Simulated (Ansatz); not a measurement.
Input file for Ansatz (an electronic-structure program):

Ansatz 0.2 input:
```yaml
crystal:
  lattice:
    - [3.2440509097, 0.0, 0.0]
    - [-1.6220254548, 2.8094304989, 0.0]
    - [0.0, 0.0, 5.4231758969]
  atoms:
    - { symbol: Li, position: [0.6666666667, 0.3333333333, 0.3833997804] }
    - { symbol: Li, position: [0.3333333333, 0.6666666667, 0.6166002196] }
    - { symbol: Hf, position: [0.0, 0.0, 0.0] }
    - { symbol: N, position: [0.6666666667, 0.3333333333, 0.7784334663] }
    - { symbol: N, position: [0.3333333333, 0.6666666667, 0.2215665337] }
kpoints:
  mp_grid: { grid: [6, 6, 3] }
hamiltonian:
  xc: hse06
  pseudopotentials: { kind: paw }
scf:
  n_extra_bands: 6
  occupations: { method: fixed }
output:
  eigenvalues: true
  eigenstates:
    e_range: [-9.0, 11.4]
    kpoints:
      - [0.0, 0.0, 0.0]  # VBM
      - [0.0, 0.5, 0.5]  # CBM
      - [0.0, 0.0, 0.0]  # GAMMA
      - [0.0, 0.0, 0.5]  # A
      - [0.3333333333, 0.3333333333, 0.0]  # K
      - [0.3333333333, 0.3333333333, 0.5]  # H
      - [0.5, 0.0, 0.0]  # M
      - [0.5, 0.0, 0.5]  # L
```

Output (shortened):

```
Pseudopotential: Li, paw, valence charge 3
Pseudopotential: Hf, paw, valence charge 26
Pseudopotential: N, paw, valence charge 5
Functional definition: HSE06
davidson cushion auto → on  (no smearing: the cushion is to keep the highest requested band from converging to the state above it …
Crystal: 5 atoms, lattice volume = 49.426 Å³
Basis set: ecut = 420 eV, 967 PW (Γ)
Bands: 27, of which v1, the nominal top of the filled ones, is band 21 counted from 1 (20 counted from 0)
Symmetry: 12 space group operations
Space group: P-3m1 (ITA 164), of the structure as read, at distance tolerance 3.7e-5 Å
k-points: 17 of 108
SCF iter   1: F=—  HF=-16904.583402 eV  |F-HF|=—  |Δ(HF+E_count)|=         —  Δρ=1.89e-3  dr2=1.04e-3  ethr=1.77e-3  ⟨swp⟩=6.1  Hψ=1950  notcnv=0
preconditioner: auto → none
SCF iter   2: F=-16904.583817 eV  HF=-16904.584019 eV  |F-HF|=2.02e-4  |Δ(HF+E_count)|=   6.17e-4  Δρ=9.53e-4  dr2=3.41e-4  ethr=2.47e-6  ⟨swp⟩=4.8  Hψ=1781  notcnv=0
SCF 1 stopped early in 2 iterations: F = -16904.583817 eV  dr2 = 3.41e-4
Crystal: 5 atoms, lattice volume = 49.426 Å³
Exchange kernel: α = 0.2500, screened, ω = 0.2079 Å⁻¹, Wigner–Seitz truncation, v(0) = 1041.3444 eV·Å³, q-mesh 6×6×3, nearest image of the exchange supercell L …
Frozen-core exchange: fock
SCF iter   1: F=—  HF=-16905.046690 eV  |F-HF|=—  |Δ(HF+E_count)|=         —  Δρ=8.24e-3  dr2=4.06e-2  ethr=8.12e-6  ⟨swp⟩=6.6  Hψ=2128  notcnv=0
preconditioner: auto → none
SCF iter   2: F=—  HF=-16904.996174 eV  |F-HF|=—  |Δ(HF+E_count)|=   5.05e-2  Δρ=5.60e-3  dr2=1.24e-2  ethr=8.12e-6  ⟨swp⟩=4.0  Hψ=1680  notcnv=0
SCF iter   3: F=—  HF=-16904.993014 eV  |F-HF|=—  |Δ(HF+E_count)|=   3.16e-3  Δρ=1.81e-3  dr2=3.20e-3  ethr=8.12e-6  ⟨swp⟩=3.0  Hψ=1445  notcnv=0
SCF iter   4: F=—  HF=-16905.010058 eV  |F-HF|=—  |Δ(HF+E_count)|=   1.70e-2  Δρ=1.43e-3  dr2=6.52e-4  ethr=3.21e-6  ⟨swp⟩=4.0  Hψ=1582  notcnv=0
SCF iter   5: F=—  HF=-16905.009304 eV  |F-HF|=—  |Δ(HF+E_count)|=   7.54e-4  Δρ=5.64e-4  dr2=1.49e-4  ethr=1.43e-6  ⟨swp⟩=3.0  Hψ=1180  notcnv=0
iter 6 solved again at ethr=1.43e-8 eV; its pass at ethr=2.35e-7 eV (dr2=6.01e-6 eV) is discarded
SCF iter   6: F=—  HF=-16905.009201 eV  |F-HF|=—  |Δ(HF+E_count)|=   1.03e-4  Δρ=1.35e-4  dr2=1.92e-5  ethr=1.43e-8  ⟨swp⟩=2.8  Hψ=2311  notcnv=0
SCF iter   7: F=-16905.009341 eV  HF=-16905.009346 eV  |F-HF|=4.17e-6  |Δ(HF+E_count)|=   1.45e-4  Δρ=1.04e-4  dr2=3.13e-6  ethr=1.43e-8  ⟨swp⟩=4.4  Hψ=1653  notcnv=0
SCF 2 stopped early in 7 iterations: F = -16905.009341 eV  dr2 = 3.13e-6
hybrid outer 1: dexx = +1.800e-2 eV, tail = 1.03e-3 eV
Crystal: 5 atoms, lattice volume = 49.426 Å³
Exchange kernel: α = 0.2500, screened, ω = 0.2079 Å⁻¹, Wigner–Seitz truncation, v(0) = 1041.3444 eV·Å³, q-mesh 6×6×3, nearest image of the exchange supercell L …
Frozen-core exchange: fock
SCF iter   1: F=—  HF=-16905.009004 eV  |F-HF|=—  |Δ(HF+E_count)|=         —  Δρ=1.26e-4  dr2=8.74e-6  ethr=1.22e-5  ⟨swp⟩=2.0  Hψ=1020  notcnv=0
preconditioner: auto → none
iter 2 solved again at ethr=1.23e-9 eV; its pass at ethr=1.99e-8 eV (dr2=5.15e-7 eV) is discarded
SCF iter   2: F=—  HF=-16905.009005 eV  |F-HF|=—  |Δ(HF+E_count)|=   1.08e-6  Δρ=4.40e-5  dr2=6.99e-7  ethr=1.23e-9  ⟨swp⟩=2.1  Hψ=2536  notcnv=0
SCF iter   3: F=—  HF=-16905.009006 eV  |F-HF|=—  |Δ(HF+E_count)|=   1.54e-6  Δρ=2.38e-5  dr2=1.49e-7  ethr=1.23e-9  ⟨swp⟩=3.6  Hψ=1350  notcnv=0  defer=1
SCF iter   4: F=-16905.009006 eV  HF=-16905.009006 eV  |F-HF|=8.59e-9  |Δ(HF+E_count)|=   2.74e-8  Δρ=8.73e-6  dr2=2.92e-8  ethr=3.14e-10  ⟨swp⟩=2.2  Hψ=1025  notcnv=0
SCF 3 converged in 4 iterations: F = -16905.009006 eV  dr2 = 2.92e-8
hybrid outer 2: dexx = +1.818e-6 eV, tail = 1.84e-7 eV, Δε = 4.12e-3 eV (about 2.01e-4 eV left of the loop's levels)
NSCF: frozen V_eff on 8 k-points
hybrid SCF converged: 2 outer / 11 inner (+2 warm-up), last move |dexx| = 1.82e-6 eV, tail = 1.84e-7 eV
Stability not checked (fock_operator)
Free energy (F): -16905.009006 eV
Frozen-core exchange: fock
Harris-Foulkes:  -16905.009006 eV  (|F-HF|=8.59e-9)
Internal energy: -16905.009006 eV  (E = F + TS)
E sigma→0 (E₀):  -16905.009006 eV
Fermi energy:    11.631911 eV
--- Per-component energies (eV) ---
  E_band       = -299.138060
  E_kinetic    = 727.552808
  E_local      = -7389.604536  (includes V_loc(G=0)·N_el)
  E_nonlocal   = -1235.503732
  E_hartree    = 3387.021778
  E_xc         = -353.247042
  E_vxc        = -357.112614  (∫ρ·V_xc dr)
  E_exx        = -165.413762  (= α·E_x^exact, valence–valence)
  E_paw        = -7136.101277  (= ΣΔE_a)
  E_vpaw       = 1512.317537  (= ΣTr[D̂ρ^β])
  E_aug_tail   = 0.000231  (compensation charges beyond the density's cutoff)
  E_ewald      = -4740.821203
  E_core_change = 1.107729  (= ΣΔE_core)
  E_smearing   =  0.000000  (= −TS)
  E_closure    = 0.000000  (closes the sum)
  Σ components = -16905.009006   (vs F -16905.009006, Δ=3.64e-12)
  [band-id]    e_kinetic+e_local+e_nonlocal+2·e_hartree+e_vxc+2·e_exx+e_vpaw+e_augmentation_tail = -299.134275   (vs E_band -299.138060, Δ=3.79e-3)
--- Band table (eV; the first three rows and the last of 17) ---
  k-point 0: bands = ["-52.3248", "-35.7259", "-35.5325", "-19.8344", "-19.3766", "-19.3766", "-3.9671", "-2.6402", "-2.1985", "-2.1860", "-2.1860", "-2.1592", "-2.1592", "-2.1161", "-1.4466", "6.2346", "8.5102", "8.5102", "11.2115", "11.6319", "11.6319", …
  k-point 1: bands = ["-52.3248", "-35.7265", "-35.5320", "-19.8341", "-19.3766", "-19.3766", "-3.9146", "-2.6744", "-2.1985", "-2.1861", "-2.1861", "-2.1592", "-2.1592", "-2.1161", "-1.5407", "6.9829", "8.5727", "8.5727", "9.9611", "11.4712", "11.4712", …
  k-point 2: bands = ["-52.3152", "-35.7119", "-35.5414", "-19.7954", "-19.5688", "-19.4165", "-3.5589", "-2.6510", "-2.1914", "-2.1779", "-2.1675", "-2.1612", "-2.1595", "-2.1299", "-1.6117", "6.7072", "8.1358", "8.7335", "9.9340", "10.9958", "11.3201", …
  k-point 16: bands = ["-52.2814", "-35.6177", "-35.6177", "-19.8818", "-19.8818", "-19.6557", "-2.5828", "-2.5828", "-2.1799", "-2.1799", "-2.1784", "-2.1752", "-2.1434", "-1.8519", "-1.8519", "7.6064", "7.8355", "7.8355", "9.3153", "9.3540", "9.3540", …
```

Cost: around 100 core-seconds (rough) on shared cores.

The points marked VBM and CBM come from a semilocal run.

The first step of the workflow began from a Materials Project structure, measured or hypothetical; the Crystallography Open Database copy checked does not list it. Its standing as an ambient phase is unchecked. The r²SCAN relaxation kept the symmetry of its start; its stability against distortions is not shown here. The run is not spin-polarised. Scalar-relativistic: spin–orbit coupling is off unless named, which matters more the heavier the elements.

Potentials: the later of the program's two PAW sets.

Ansatz is a plane-wave DFT program.
